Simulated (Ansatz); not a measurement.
Li: elastic constants from stress and strain

```
CELL_PARAMETERS angstrom
0.00000 2.20200 2.20200
2.20200 0.00000 2.20200
2.20200 2.20200 0.00000
ATOMIC_POSITIONS crystal
Li 0.00000 0.00000 0.00000
```

The cell is COD entry 9008473, as deposited and not checked against the literature; nothing was relaxed.

All numbers below come from DFT, LDA, all-electron LAPW, scalar-relativistic in Ansatz 0.2.0.

Numerical set-up: a Γ-centred 16×16×16 k mesh, Fermi–Dirac smearing of 0.05 eV, basis error target 0.5 meV/atom, no spin polarisation.

The unstrained cell is at -1.47 GPa. Large strains and very small stresses are left out. Each strain is applied once, with fractional coordinates held (clamped ions), and σ below is the change of stress, positive in tension. One finite strain gives stress–strain coefficients at this pressure with an error of the order of the strain times third-order constants, a few per cent for each per cent of strain. In a metal the k mesh adds noise of tens of per cent to soft shears.

Problem. Estimate the stiffness probed by this change, and the stress that it gives: equal xy, yz and zx engineering shear strains of +1 %.

Solution. σxy = 0.13 GPa and γxy = 2εxy = 0.0100, so C44 (clamped ions) = σxy/γxy = 13 GPa.
